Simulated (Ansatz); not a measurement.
ZnCu2SnS4:
```cif
data_Cu4S8Sn2Zn2
_chemical_formula_sum 'Cu4 Zn2 Sn2 S8'
_space_group_name_H-M_alt 'I-4'
_space_group_IT_number 82
_space_group_name_Hall 'I -4'
_cell_length_a 5.41401
_cell_length_b 5.41401
_cell_length_c 10.82102
_cell_angle_alpha 90.000
_cell_angle_beta 90.000
_cell_angle_gamma 90.000
loop_
_atom_site_label
_atom_site_type_symbol
_atom_site_symmetry_multiplicity
_atom_site_Wyckoff_symbol
_atom_site_fract_x
_atom_site_fract_y
_atom_site_fract_z
_atom_site_occupancy
Cu1 Cu 2 a 0.00000 0.00000 0.00000 1
Cu2 Cu 2 c 0.00000 0.50000 0.25000 1
Zn1 Zn 2 d 0.50000 0.00000 0.25000 1
Sn1 Sn 2 b 0.00000 0.00000 0.50000 1
S1 S 8 g 0.25784 0.26432 0.37087 1
```
(The calculation used a cell of 8 atoms; values per cell refer to that cell.)

Relaxed with r²SCAN.

Problem. Which orbitals make up the states near the band edges in plane-wave PAW r²SCAN (Ansatz code)?

Solution. Top 1 eV of the valence band: Cu 3d 59 %, S 3p 34 %. Bottom 1 eV of the conduction band: S 3p 48 %, Sn 5s 30 %, S 3s 6 %, Cu 3d 6 %. Projections are on Löwdin-orthogonalised atomic valence shells; empty p or d shells of many metals are not among them.

Problem. Tabulate the density of states.

Solution. States/eV per cell of 8 atoms, in 0.25 eV bins, energy from the valence-band maximum.

```csv
E (eV),total,S 3p,Cu 3d,Zn 3d
-7.85,0.00,0.00,0.00,0.00
-7.60,6.91,0.67,0.01,6.04
-7.35,28.98,1.94,0.10,26.24
-7.10,4.11,0.41,0.04,3.17
-6.85,0.00,0.00,0.00,0.00
-6.60,0.64,0.41,0.01,0.02
-6.35,2.04,1.30,0.05,0.06
-6.10,6.38,4.10,0.29,0.13
-5.85,2.58,1.74,0.09,0.08
-5.60,4.31,2.91,0.22,0.15
-5.35,4.25,2.85,0.32,0.17
-5.10,4.24,2.87,0.40,0.16
-4.85,5.29,3.62,0.55,0.18
-4.60,7.24,5.12,0.85,0.14
-4.35,8.28,5.86,1.32,0.13
-4.10,12.79,8.71,3.26,0.12
-3.85,5.97,3.76,1.87,0.08
-3.60,12.19,7.98,3.10,0.59
-3.35,10.93,6.95,2.96,0.55
-3.10,0.88,0.56,0.23,0.04
-2.85,0.00,0.00,0.00,0.00
-2.60,0.00,0.00,0.00,0.00
-2.35,0.04,0.00,0.04,0.00
-2.10,6.93,0.14,6.49,0.00
-1.85,23.64,0.90,21.90,0.03
-1.60,7.75,0.87,6.39,0.02
-1.35,12.64,2.28,9.48,0.05
-1.10,8.54,1.93,5.97,0.02
-0.85,7.28,2.06,4.65,0.02
-0.60,8.09,2.88,4.66,0.03
-0.35,4.23,1.76,2.22,0.03
-0.10,0.88,0.41,0.43,0.01
0.15,0.00,0.00,0.00,0.00
0.40,0.00,0.00,0.00,0.00
0.65,0.02,0.01,0.00,0.00
0.90,0.27,0.11,0.02,0.00
1.15,1.51,0.71,0.09,0.00
1.40,3.60,1.77,0.21,0.01
1.65,2.47,1.29,0.11,0.01
1.90,0.13,0.07,0.00,0.00
2.15,0.07,0.01,0.00,0.00
2.40,0.75,0.08,0.03,0.00
2.65,1.51,0.19,0.04,0.00
2.90,3.08,0.41,0.06,0.00
3.15,5.23,0.81,0.09,0.00
3.40,5.89,0.98,0.09,0.01
3.65,4.14,0.74,0.07,0.00
3.90,4.01,0.78,0.06,0.00
4.15,3.43,0.72,0.05,0.00
4.40,3.54,0.73,0.03,0.00
4.65,1.98,0.33,0.01,0.00
4.90,3.59,0.45,0.02,0.00
5.15,4.96,0.63,0.03,0.00
```

The r²SCAN relaxation kept the symmetry of its start. The run is not spin-polarised. Scalar-relativistic: spin–orbit coupling is off unless named, which matters more the heavier the elements.

Potentials: the later of the program's two PAW sets.
